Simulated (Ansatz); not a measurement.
Relaxed NiO (rock salt):

```xyz
2
Lattice="0.0000 2.1079 2.1079 2.1079 0.0000 2.1079 2.1079 2.1079 0.0000" Properties=species:S:1:pos:R:3 pbc="T T T"
O      0.0000     0.0000     0.0000
Ni     2.1079     2.1079     2.1079
```

Two-dimensional scan of atom 1 (O, nearest neighbour Ni at 2.108 Å; its periodic images, 3.0 Å or more away, move with it): u runs along (0.707, 0.707, 0.000), v along (0.000, 0.000, 1.000) (Cartesian). Cell and other atoms are fixed.

Computed with PBE (plane waves to 420 eV, PAW, scalar-relativistic; Ansatz, a first-principles code). k mesh 15×15×15 (Γ-centred), Fermi-Dirac smearing 0.05 eV. The energy includes the smearing's −TS. The magnetisation changes by over a third across the map, so nothing is fitted. With partly filled bands, energies and forces of such displacements shift with the k mesh and the smearing. NiO is run spin-polarised and with no Hubbard U; the real compound is an antiferromagnetic insulator, a state that this run doesn't describe. NiO was relaxed with its symmetry unable to fall. Relaxed NiO ends ferromagnetic. Other magnetic orders were not checked, so this need not be the ground state. The last digit holds for this mesh only.

Changes of ΔE (meV/cell) from the point u = 0.000 Å, v = 0.000 Å when one coordinate moves alone (two changes are said to add if the coupling is within 5 % of the smaller one, nearly so within 20 %):

| point | change |
|---|---|
| u = 0.000 Å, v = -0.530 Å | 1231.6 |
| u = 0.000 Å, v = -0.353 Å | 324.9 |
| u = 0.000 Å, v = -0.177 Å | 34.3 |
| u = -0.530 Å, v = 0.000 Å | 540.5 |
| u = -0.353 Å, v = 0.000 Å | 166.9 |
| u = -0.177 Å, v = 0.000 Å | 23.5 |
| u = 0.177 Å, v = 0.000 Å | 23.5 |
| u = 0.353 Å, v = 0.000 Å | 166.9 |
| u = 0.530 Å, v = 0.000 Å | 540.5 |
| u = 0.000 Å, v = 0.177 Å | 34.3 |
| u = 0.000 Å, v = 0.353 Å | 324.9 |
| u = 0.000 Å, v = 0.530 Å | 1231.6 |

Problem. What is the change at u = 0.177 Å, v = 0.353 Å, where both move, and how far is it from the sum?

Solution. The sum of the single changes is 23.5 + (324.9) = 348.4; the calculation gives 307.6, so the coupling contributes -40.8 (over 20 % of the smaller single change, not additive).

Problem. What is the change at u = 0.353 Å, v = -0.530 Å, where both move, and how far is it from the sum?

Solution. The sum of the single changes is 166.9 + (1231.6) = 1398.5; the calculation gives 926.4, so the coupling contributes -472.1 (over 20 % of the smaller single change, not additive).

(A displaced cell: forces are minus the slopes of the energy, force constants its curvatures, and phonons follow from these.)
